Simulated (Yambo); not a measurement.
Yambo run on Ba₂CaMoO₆ (space group Fm-3m, No. 225). The wavefunctions are norm-conserving PBEsol (Quantum ESPRESSO, 84 Ry, no spin-orbit coupling) ones on a 2×2×2 mesh (40 occupied bands); a = 6.011 Å, b = 6.011 Å, c = 6.011 Å, α = 60.00°, β = 60.00°, γ = 60.00°.

Yambo input:

```
rim_cut
gw0
dyson
el_el_corr
HF_and_locXC
mpa
em1d
RandQpts= 1000000
RandGvec= 1 Ry
EXXRLvcs= 84 Ry
VXCRLvcs= 336 Ry
Chimod= "HARTREE"
% BndsRnXm
 2 | 296 |
%
NGsBlkXm= 8 Ry
% LongDrXm
 1.0 | 1.0 | 1.0 |
%
EnSampXm= "2l"
EnGridXm= "lP"
% EnRngeXm
 0.0 | 40.0 | eV
%
% ImRngeXm
 2.72114 | 27.21138 | eV
%
% DmRngeXm
 0.02721 | 2.72114 | eV
%
ETStpsXm= 8
IntSolXm= "PT"
% GbndRnge
 1 | 296 |
%
GTermKind= "none"
DysSolver= "n"
ExtendOut
% QPkrange
 1 | 1 | 40 | 40 |
 3 | 3 | 40 | 41 |
%
```

k points by index: 1 = Γ, 3 = X.

Table of the .qp output:

```
#    K-point    Band    Eo [eV]    E [eV]    E-Eo [eV]    Vxc [eV]    Vnlxc [eV]    Sc|Eo [eV]    Sc|E [eV]    dSc/dw|Eo [eV]    Re(Z)    Im(Z)
#
    1    40    0.000000    -0.248524    -0.248524    -19.42674    -24.43679    4.665538    4.761519    -10.34240    0.724485    -0.009017
    3    40    -0.045166    -0.306065    -0.260899    -19.29602    -24.28023    4.622812    4.723313    -10.32618    0.724803    -0.008834
    3    41    1.980947    3.151405    1.170458    -16.78768    -11.42818    -3.833568    -4.189045    -8.267365    0.766938    -0.005500
```
(The two width columns are left out.) Convergence of these settings isn't established.

Geometry of the Materials Project entry, not relaxed at this level.
